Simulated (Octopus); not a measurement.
W (Im-3m, No. 229): Octopus summary

W (Im-3m, No. 229):
```
W
1.0
   -1.58516     1.58516     1.58516
    1.58516    -1.58516     1.58516
    1.58516     1.58516    -1.58516
W
1
Cartesian
  0.00000   0.00000   0.00000
```
The cell is a database entry, not relaxed again.

Method: LDA in Octopus 16.4; grid spacing about 0.16 Å, Γ-centred 12×12×12 k-mesh, Fermi-Dirac smearing of 0.1 eV, no spin polarisation; PseudoDojo 0.4 LDA potentials. Spin-orbit coupling is left out.

Problem. What band gap does LDA give on the standard high-symmetry path?

Solution. none: the highest band that would be full and the next one overlap by 6.4 eV.
